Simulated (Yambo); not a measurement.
G0W0@PBEsol for K₂PtH₆ (space group Fm-3m, No. 225) in Yambo. Reference settings: 2×2×2 Γ-centred k mesh, bands 5 to 188 and a 7 Ry block in the screening, 188 bands in G with the Bruneval-Gonze terminator, plasmon pole fitted at 27.2 eV. The PBEsol gap L → X on this mesh is 3.90 eV; G0W0 gaps are taken between the same points.

With and without the terminator, as bands are cut:

| bands in G (in W) | gap, terminator (eV) | gap, none (eV) | valence shift, terminator (eV) | valence shift, none (eV) |
|---|---|---|---|---|
| 70 (188) | 6.281 | 6.271 | -1.489 | -1.110 |
| 121 (188) | 6.307 | 6.344 | -1.544 | -1.373 |
| 188 (188) | 6.308 | 6.339 | -1.560 | -1.483 |

Over this range the gap spans 0.027 eV with the terminator and 0.073 eV without, the valence shift 0.071 eV and 0.373 eV. Neither column has reached its limit for certain.

Spin-orbit coupling is not included.

Geometry of the Materials Project entry, not relaxed at this level; primitive cell a = 5.7417 Å, b = 5.7417 Å, c = 5.7417 Å, α = 60.00°, β = 60.00°, γ = 60.00°.

The structure is a Materials Project entry; no match was found in the copy of COD used, and its stability was not checked.

A shift is the quasiparticle energy of the state minus its PBEsol energy.
